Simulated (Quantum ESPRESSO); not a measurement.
# Strain and stress in Si6GaN

These are calculations, not measurements. They come from pw.x of Quantum ESPRESSO 7.5, a plane-wave density functional program, with PseudoDojo standard norm-conserving files (v0.5 for PBE, v0.4.1 for LDA and PBEsol). The cells are made up: elements, strain and atom displacements were drawn at random, and nothing was relaxed. There is no spin polarisation, spin-orbit coupling or dispersion term.

The cell has 8 sites of a zincblende or diamond lattice. Sites 1 to 4 hold Si Si Ga Si; sites 5 to 8 hold Si Si N Si. Cell vectors in Å: (5.406, 0.027, 0.043); (0.027, 5.451, 0.031); (0.043, 0.031, 5.598). Settings: PBE, cutoff 1143 eV, 6 x 6 x 6 k mesh shifted by half a step, Fermi-Dirac smearing of 0.1 eV.

Each run adds the same strain along x and y to one cell, with the atoms carried along; the vectors above are those of run 3. Stress is positive in tension and P is minus a third of its trace. E is the free energy for each atom above the lowest run shown.

```
run,strain (%),s_xx (GPa),s_yy (GPa),s_zz (GPa),s_xy (GPa),P (GPa),E (meV/atom)
1,-2.12,2.90,2.07,5.80,-1.10,-3.59,0.00
2,-0.47,5.34,4.67,7.08,-0.76,-5.70,15.84
3,-0.04,5.91,5.28,7.36,-0.68,-6.19,21.69
5,1.11,7.35,6.81,8.03,-0.50,-7.40,40.59
6,1.70,8.02,7.53,8.32,-0.41,-7.96,52.03
7,2.35,8.72,8.28,8.61,-0.33,-8.54,65.94
4,0.32,?,?,?,?,?,?
```

A rerun of one of these cells at 1437 eV and k mesh 8 x 8 x 8 moved values by no more than 0.002 eV in the cell's energy, 0.04 GPa in stress and 0.015 eV/Å in force.

## Worked fit

A parabola through the six runs shown gives s_xx = 5.97 + 1.32 e - 0.062 e² GPa, with e in per cent and a scatter of 0.01 GPa. The slope is a stiffness of 132 ± 1 GPa for each unit of this strain at e = 0, the sum of the responses of s_xx to strain along x and along y. The atoms are clamped, and relaxing them would in general lower it. The error is the larger of the fit's own and the change that a cubic makes, rounded up.

## Withheld run

Question: what s_xx should run 4 give?

The fit gives 6.39 GPa. The calculation gave 6.38 GPa.

| run | strain (%) | s_xx (GPa) | s_yy (GPa) | s_zz (GPa) | s_xy (GPa) | P (GPa) | E (meV/atom) |
| --- | --- | --- | --- | --- | --- | --- | --- |
| 4 | 0.32 | 6.38 | 5.78 | 7.58 | -0.62 | -6.58 | 27.12 |